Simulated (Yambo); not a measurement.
A G0W0@PBEsol run in Yambo for KCaF₃ (cubic perovskite, space group Pm-3m, No. 221) (4×4×4 Γ-centred k mesh, 133 bands and a 7 Ry block in the screening, 133 bands in G with the Bruneval-Gonze terminator, plasmon pole fitted at 27.2 eV) gives these matrix elements, in eV, at the band edges (R → Γ):

```
state               E0    <Vxc>     <Σx>  <Σc(E0)>      Z
---------------  -----  -------  -------  --------  -----
valence edge     0.000  -22.092  -29.939     4.729  0.812
conduction edge  6.056   -8.087   -3.998    -2.810  0.899
```

### Question
Solve the linearised quasiparticle equation for both states, give the gap, and say how exchange and correlation each act on it.

### Answer
E = E0 + Z(Σx + Σc − Vxc). Valence: 0.000 + 0.812 × (-29.939 + (4.729) − (-22.092)) = -2.53 eV. Conduction: 6.056 + 0.899 × (-3.998 + (-2.810) − (-8.087)) = 7.21 eV. The gap is 9.74 eV, against 6.06 eV in PBEsol. Replacing Vxc by bare exchange alone would open it by 11.94 eV; correlation takes back 7.54 eV of that, and Z scales what is left. Nearest settings tried, and what they do to the gap: 65 bands in W: +131 meV; 6 Ry block (171 vectors against 203): +11 meV. Not varied: bands in G, mesh. So the settings aren't converged at that level. The cell is held in this high symmetry; tilts and polar distortions were not searched.

Geometry of the Materials Project entry, not relaxed at this level; primitive cell a = b = c = 4.482 Å, α = β = γ = 90.00°.

The structure is a Materials Project entry; no match was found in the copy of COD used, and its stability was not checked.
